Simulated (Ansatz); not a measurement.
**A trial form of MgTi2I6**

These are results of DFT PBE, scalar-relativistic, plane waves, PAW (Ansatz), not measurements. Cutoff 420 eV, Gaussian smearing, Γ-centred meshes. Cell and atoms relax first on a coarse mesh and then on a finer one. In between, the cell is made exact in the group found at 0.06 Å. In metals the finer mesh still leaves noise of several meV/atom or more. The steps can't lower the symmetry of their start. Collinear spin, starting moments Ti 1.0 (×2) μB.

A trial structure of MgTi2I6 was built thus: perovskite family, tilts a0a0a0, rock-salt order on the B sites (Fm-3m, No. 225) (A site Ti; B site Mg vacant; X site I). The dimensions are guesses.

```cif
data_structure
_symmetry_space_group_name_H-M 'P 1'
_symmetry_Int_Tables_number 1
_cell_length_a 7.7330
_cell_length_b 7.7330
_cell_length_c 7.7330
_cell_angle_alpha 60.000
_cell_angle_beta 60.000
_cell_angle_gamma 60.000
_cell_volume 326.99
loop_
_atom_site_label
_atom_site_type_symbol
_atom_site_fract_x
_atom_site_fract_y
_atom_site_fract_z
_atom_site_occupancy
Mg1 Mg 0.00000 0.00000 0.00000 1
Ti1 Ti 0.25000 0.25000 0.25000 1
Ti2 Ti 0.75000 0.75000 0.75000 1
I1 I 0.75495 0.24505 0.24505 1
I2 I 0.24505 0.75495 0.24505 1
I3 I 0.24505 0.24505 0.75495 1
I4 I 0.24505 0.75495 0.75495 1
I5 I 0.75495 0.24505 0.75495 1
I6 I 0.75495 0.75495 0.24505 1
```

Energies over the elements count from the elements' standard structures at the same level, with no fitted energy shifts.

**Question.** Where does the relaxation end?

**Answer.** The symmetry stays Fm-3m (No. 225). The volume per atom shrinks by 1.6 %, from 36.3 to 35.8 Å³. The shortest distance goes from 2.68 Å (Mg–I) to 2.78 Å (Mg–I). Conventional cell: a = 10.879 Å. Mg is surrounded by 6 I at 2.78 Å; Ti is surrounded by 12 I at 3.85 Å; I has 1 Mg at 2.78 Å, 8 I at 3.76–3.93 Å and 4 Ti at 3.85 Å.

Space group Fm-3m (No. 225). a = 10.879 Å, b = 10.879 Å, c = 10.879 Å, α = 90.00°, β = 90.00°, γ = 90.00°
| atom | site | symmetry | x | y | z |
| --- | --- | --- | --- | --- | --- |
| Mg | 4a | m-3m | 0.0000 | 0.0000 | 0.0000 |
| Ti | 8c | -43m | 0.2500 | 0.7500 | 0.7500 |
| I | 24e | 4m.m | 0.2554 | 0.0000 | 0.0000 |

**Question.** Give its energy and gap.

**Answer.** The energy over the elements is +0.09 eV/atom and the gap on the 6×6×6 mesh of the 9-atom cell is 0 eV (a metal). The net moment per atom is 0.44 μB. The moment by site is Ti 2.1 (×2) μB.

A positive value: parting into the elements would lower its energy.

The last run used collinear spin and Gaussian smearing of 0.10 eV. Spin–orbit coupling, which can matter for I, is left out. The reference form of I is held partly by dispersion forces, which this level lacks. Another magnetic order may lie lower. Symmetry constrained the relaxation, so the result can be a saddle point. In all, the 3 runs took 16 min on 1 thread of AMD EPYC (Zen 3) (shared host). Site moments count only spheres around the atoms; the net moment includes the space between them.
